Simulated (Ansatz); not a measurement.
W$_{2}$N (anti-CdI2 type, P-3m1) at seven volumes, plane-wave PAW r²SCAN (Ansatz code), shape and atoms relaxed at each. One row is withheld.

```
V (Å³/atom)  P (GPa)
-----------  -------
11.087         40.71
11.453         24.87
11.818         11.43
12.184          0.00
12.549         -9.69
12.915             ?
13.280        -24.78
```

Q: Fit the shown pressures and predict the withheld one.

A: P = (3/2)B₀(x^(7/2) − x^(5/2))[1 + (3/4)(B′ − 4)(x − 1)] with x = (V₀/V)^(2/3). Least squares on the six rows gives V₀ = 12.184 Å³/atom, B₀ = 349 GPa, B′ = 4.48. At V = 12.915, x = 0.9619 and P = -17.85 GPa. The run itself gave -17.88 GPa.

A made-up cell: these elements were put on the sites of a structure type; neither database checked (COD, Materials Project) lists it. Its standing as an ambient phase is unchecked. The r²SCAN relaxation kept the symmetry of its start; whether a distortion lowers the energy is not shown. No spin polarisation was allowed. Spin–orbit coupling is left out wherever it is not named.

Potentials: the earlier of the program's two PAW sets.
